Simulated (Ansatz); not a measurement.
## Computed properties of BeS

BeS:
```cif
data_Be4S4
_chemical_formula_sum 'S4 Be4'
_space_group_name_H-M_alt 'Fm-3m'
_space_group_IT_number 225
_space_group_name_Hall '-F 4 2 3'
_cell_length_a 4.63378
_cell_length_b 4.63378
_cell_length_c 4.63378
_cell_angle_alpha 90.000
_cell_angle_beta 90.000
_cell_angle_gamma 90.000
loop_
_atom_site_label
_atom_site_type_symbol
_atom_site_symmetry_multiplicity
_atom_site_Wyckoff_symbol
_atom_site_fract_x
_atom_site_fract_y
_atom_site_fract_z
_atom_site_occupancy
S1 S 4 a 0.00000 0.00000 0.00000 1
Be1 Be 4 b 0.50000 0.50000 0.50000 1
```
(The calculation used a cell of 2 atoms; values per cell refer to that cell.)

Space group Fm-3m (No. 225), rock salt; conventional cell a = b = c = 4.6338 Å, α = β = γ = 90.00°.

Method: DFT-r²SCAN in the program Ansatz with PAW potentials. The cell and atoms are relaxed at this level. Other levels are named where they apply.

Cell and energy:

Volume per atom: 12.44 Å³
Density: 2.74 g/cm³
Formation energy from the elements (no fitted shifts): -0.60 eV/atom

Electronic structure:

* **Band gap**: 1.33 eV (indirect)
* **Valence-band maximum**: on the K–Γ line, 61 % of the way from K
* **Conduction-band minimum**: at X (3 equivalent valleys)
* **Smallest direct gap on the standard path**: 4.60 eV
* **Electron effective mass**: 0.28, 0.28, 0.91 mₑ (principal values)
* **Hole effective mass**: 0.20, 1.00, 1.1 mₑ (principal values)
* **HSE06 gap on the r²SCAN cell**: 1.73 eV

Mechanics:

- Bulk modulus (Birch–Murnaghan fit) = 111 GPa
- Pressure derivative B′ = 3.8
- Elastic constants (relaxed ions, GPa) = C11 = 174, C12 = 79.4, C44 = 124
- Mechanical stability = stable (all eigenvalues of C positive)
- Hill bulk and shear moduli = 111 and 84.3 GPa
- Young's modulus = 202 GPa
- Poisson's ratio = 0.20
- Debye temperature from the elastic constants = 786 K

Charges:

Bader charges: S -1.69, Be +1.69 e

The start of the workflow was typed in or built on a structure type; neither database checked (COD, Materials Project) lists it. COD files the formula under space group No. 216. Its standing as an ambient phase is unchecked. The cell was relaxed with r²SCAN under the symmetry of its start; whether a distortion lowers the energy is not shown. The references are the lowest solids computed at this level, not always the standard phases.

Potentials: the earlier of the program's two PAW sets.
